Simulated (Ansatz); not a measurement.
## ZnCu under strong compression

```
Zn Cu
1.0
     1.48804   -2.12128    0.00000
     1.48804    2.12128    0.00000
     0.00000    0.00000    4.14075
Zn Cu
1 1
Cartesian
  1.4880 0.0000 2.0704
  0.0000 0.0000 0.0000
```

The base volume is that of a database entry, so it needn't be at zero pressure; the structure needn't be the stable phase, at rest or compressed.

Its volume is scaled at fixed shape and fractional positions.

Level of theory: DFT with PBEsol, scalar-relativistic, in Ansatz 0.2.0; a Γ-centred 15×15×9 k mesh, Fermi–Dirac smearing of 0.05 eV, no spin polarisation. LAPW: all electrons, basis error target 1 meV/atom; PAW: frozen-core files, cutoff 420 eV; crystal datasets: all electrons, by PAW datasets that the program makes for each cell.

Energies are extrapolated to zero smearing and count from the unscaled cell; pressure is positive in compression; gaps take the mesh and a band path. No temperature or zero-point motion is included.

The PAW files were made under PBE.

```
V/V0  V (Å³/atom)  P LAPW (GPa)  ΔE LAPW (eV/atom)  P PAW − LAPW (GPa)  ΔE PAW − LAPW (meV/atom)
1.00        13.07         -6.49              0.000                0.00                       0.0
0.60         7.84         187.7              1.682               -0.05                      -0.9
0.55         7.19             ?                  ?               -0.06                      -1.2
0.45         5.88         613.8              6.049                0.46                      -0.4
```

Task: Give the missing entry: row "0.55", column "ΔE LAPW (eV/atom)".

Result: 2.616.

Task: Fill in "P LAPW (GPa)" for the row "0.55".

Result: 276.3.

Task: From the table, what is the rise of the enthalpy H = E + pV up to the last row, and how stiff is the crystal between the last two rows?

Result: ΔH = 6.049 eV + (613.8 GPa × 5.88 Å³ + 6.49 GPa × 13.07 Å³) × 0.006242 eV/(GPa·Å³) = 29.11 eV/atom, of which pV makes 79 %. The mean bulk modulus there is −ΔP/Δln V = 1680 GPa.

Task: At the smallest volume, how far do crystal datasets lie from LAPW in pressure?

Result: crystal datasets: 0.00 GPa, on a LAPW pressure of 613.8 GPa.

Task: How do the Löwdin populations by LAPW change from the unscaled cell to the last row?

Result: Zn 3d 9.97 → 9.93, Cu 4s 1.20 → 1.24 electrons an atom. These are projections on the shells that the free atoms fill; 0.70 e a cell lies outside them at the start and 0.74 e at the end.
